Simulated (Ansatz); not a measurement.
# CrGe$_{2}$, first-principles data

CrGe$_{2}$:
```yaml
crystal:
  lattice:
    - [4.67441, 0.00000, 0.00000]
    - [-2.33720, 4.04816, 0.00000]
    - [0.00000, 0.00000, 5.41571]
  atoms:
    - { symbol: Cr, position: [0.00000, 0.00000, 0.00000] }
    - { symbol: Ge, position: [0.33333, 0.66667, 0.25000] }
    - { symbol: Ge, position: [0.66667, 0.33333, 0.25000] }
    - { symbol: Cr, position: [0.00000, 0.00000, 0.50000] }
    - { symbol: Ge, position: [0.33333, 0.66667, 0.75000] }
    - { symbol: Ge, position: [0.66667, 0.33333, 0.75000] }
```
The run is spin-polarised; directions of the spins, atom by atom: ↑ 0 0 ↓ 0 0.

Space group P6/mmm (No. 191); conventional cell a = 4.674 Å, b = 4.674 Å, c = 2.708 Å, α = 90.00°, β = 90.00°, γ = 120.00°.

Method: the program Ansatz at the PBE level (PAW). The cell and atoms are relaxed at this level. Other levels are named where they apply.

**Cell and energy**

- Volume per atom = 17.08 Å³
- Density = 6.39 g/cm³
- Formation energy from the elements (no fitted shifts) = 0.40 eV/atom

**Electronic structure**

- Electronic character: metallic (no gap)
- Density of states at the Fermi level: 0.54 states/eV per atom (mean over ±0.08 eV)

**Magnetism**

Magnetic order: antiferromagnetic
Net moment: 0.00 μB per atom

**Mechanics**

* **Bulk modulus (Birch–Murnaghan fit)**: 70.8 GPa
* **Pressure derivative B′**: 4.1

A made-up cell: these elements were put on the sites of a structure type; neither database checked (COD, Materials Project) lists it. Its standing as an ambient phase is unchecked. The PBE relaxation kept the symmetry of its start, as lowered by the spin order; its stability against distortions is not shown here. Spin order of the final state: antiferromagnetic, chosen from 5 collinear starts compared on coarse meshes (ties went to the first, and starts can fall back to one state), not a proven ground state. Point labels and valley counts follow the cell and symmetry of the run, lower than the named group. The references are the lowest solids computed at this level, not always the standard phases. Spin–orbit coupling is left out wherever it is not named.

Potentials: the later of the program's two PAW sets.
